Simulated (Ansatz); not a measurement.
Wires are cut from relaxed bulk Ta (Im-3m, 17.65 Å³/atom, gap on the mesh 0.00 eV); atoms and period are relaxed, and energies count from that bulk.

Theory: Ansatz 0.2.0, DFT PBEsol, scalar-relativistic, plane waves, PAW.

Cutoff 420 eV, Gaussian smearing of 0.05 eV, energies at zero smearing, symmetry of each start kept, no spin polarisation.

| start | atoms | k mesh | excess energy (eV per host atom) | line energy (eV/Å) | period (Å) | gap on the mesh (eV) | highest filled level or Fermi level under vacuum (eV) |
| --- | --- | --- | --- | --- | --- | --- | --- |
| [111] wire, 16 host atoms a period | 16 | 1×1×19 | 1.175 | 6.899 | 2.725 | 0 | 4.06 |
| [111] wire, 22 host atoms a period | 22 | 1×1×19 | 0.956 | 7.602 | 2.768 | 0 | - |

A dash: not computed, or not clear enough to read.

Spin-orbit coupling is left out, which matters for the bands of heavy elements.

Each run keeps its start's symmetry and one magnetic start, so lower states can exist.

Cost: 2 runs of about 93 core-minutes in all, on Intel Xeon Platinum 8259CL (Skylake/Cascade Lake) (shared hosts).